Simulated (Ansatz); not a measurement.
ZrO₂:
Space group Pca2₁ (No. 29); a = 5.2566 Å, b = 5.0500 Å, c = 5.0703 Å, α = β = γ = 90.00°

```json
[
 {"atom": "Zr", "site": "4a", "symmetry": "1", "x": "0.0313", "y": "0.2672", "z": "0.2527"},
 {"atom": "O", "site": "4a", "symmetry": "1", "x": "0.3672", "y": "0.0700", "z": "0.3913"},
 {"atom": "O", "site": "4a", "symmetry": "1", "x": "0.2679", "y": "0.5382", "z": "0.0000"}
]
```

Relaxed with PBEsol. PBEsol (plane waves, PAW; program Ansatz) gives a gap of 3.86 eV.

Task: What gap does HSE06 give on the same cell (Ansatz, PAW)?

Result: 5.54 eV, 1.68 eV more. The hybrid was solved on a coarser mesh and at special points; the gap given is the minimum over both.

```json
[
 {"k": "Γ", "v1 PBEsol": "0.00", "c1 PBEsol": "4.39", "v1 HSE06": "[?]", "c1 HSE06": "[?]"},
 {"k": "X", "v1 PBEsol": "-0.42", "c1 PBEsol": "4.57", "v1 HSE06": "-0.44", "c1 HSE06": "6.31"},
 {"k": "Z", "v1 PBEsol": "-0.27", "c1 PBEsol": "4.03", "v1 HSE06": "-0.28", "c1 HSE06": "5.72"},
 {"k": "U", "v1 PBEsol": "-0.70", "c1 PBEsol": "4.52", "v1 HSE06": "[?]", "c1 HSE06": "[?]"},
 {"k": "Y", "v1 PBEsol": "-0.11", "c1 PBEsol": "3.87", "v1 HSE06": "[?]", "c1 HSE06": "[?]"},
 {"k": "S", "v1 PBEsol": "-0.47", "c1 PBEsol": "4.19", "v1 HSE06": "-0.48", "c1 HSE06": "5.85"},
 {"k": "T", "v1 PBEsol": "-0.38", "c1 PBEsol": "3.97", "v1 HSE06": "[?]", "c1 HSE06": "[?]"},
 {"k": "R", "v1 PBEsol": "-0.83", "c1 PBEsol": "4.08", "v1 HSE06": "-0.87", "c1 HSE06": "5.78"}
]
```

Task: Top valence (v1) and lowest conduction level (c1) in eV from each method's valence maximum (which need not be a listed point): supply the withheld HSE06 values.

Result: 
- T, v1 HSE06: -0.40
- T, c1 HSE06: 5.65
- Γ, v1 HSE06: 0.00
- Γ, c1 HSE06: 6.12
- U, v1 HSE06: -0.73
- U, c1 HSE06: 6.24
- Y, v1 HSE06: -0.11
- Y, c1 HSE06: 5.56

Cost on shared cores: the PBEsol run (SCF on a 5×6×6 mesh, then bands and DOS) roughly 8 core-minutes, the HSE06 run (SCF on 3×3×3, then a few points) about 10 core-minutes (a rough figure); the tasks are unlike.

Space group Pca2_1. The cell was relaxed with PBEsol under the symmetry of its start. The run is not spin-polarised. Scalar-relativistic: spin–orbit coupling is off unless named, which matters more the heavier the elements.

Potentials: the later of the program's two PAW sets.
